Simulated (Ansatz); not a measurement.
Method: DFT PBE, scalar-relativistic, plane waves, PAW in Ansatz. All cells share a 420 eV cutoff and Γ-centred k meshes spaced at most about 0.3 Å⁻¹ (about 0.25 or finer for metals, 2π included). No spin polarisation in the final relaxations.

These are static total energies at zero pressure. All come from trial cells, and lower structures may exist.

Question: These unrelaxed guesses for Rb3LuBe2 are each relaxed within their symmetry. Order them by the energy at which they end, lowest first.
A.

```
Rb Lu Be
1.0
     4.12222    0.00000    0.00000
     0.00000    4.12222    0.00000
     0.00000    0.00000    9.04280
Rb Lu Be
3 1 2
Direct
  0.50000 0.50000 0.00000
  0.00000 0.50000 0.37740
  0.50000 0.00000 0.62260
  0.00000 0.00000 0.00000
  0.00000 0.50000 0.73723
  0.50000 0.00000 0.26277
```

B.

```
Rb Lu Be
1.0
     6.58897    0.00000    0.00000
    -3.29448    5.70621    0.00000
     0.00000    0.00000    4.53265
Rb Lu Be
3 1 2
Cartesian
  3.2945 0.0000 2.2663
  -1.6472 2.8531 2.2663
  1.6472 2.8531 2.2663
  0.0000 0.0000 0.0000
  0.0000 3.8041 0.0000
  3.2945 1.9021 0.0000
```

C.

```
Rb Lu Be
1.0
     3.17567    1.83347    4.48254
    -3.17567    1.83347    4.48254
     0.00000   -3.66695    4.48254
Rb Lu Be
3 1 2
Direct
  0.00000 0.00000 0.50000
  0.50000 0.00000 0.00000
  0.00000 0.50000 0.00000
  0.00000 0.00000 0.00000
  0.62897 0.62897 0.62897
  0.37103 0.37103 0.37103
```

Answer: A (ends in P-4m2, 0 meV/atom), B (ends in P6/mmm, 0.38 eV/atom), C (ends in R-3m, 0.54 eV/atom). Even the lowest end lies +0.91 eV/atom against the elements.

A magnetic state wasn't ruled out in cells without spin, among them P-4m2, P6/mmm. Cells relaxed within their symmetry can be saddle points. Some structure types and database cells were kept out of the candidates from the start, so a known form may be missing.
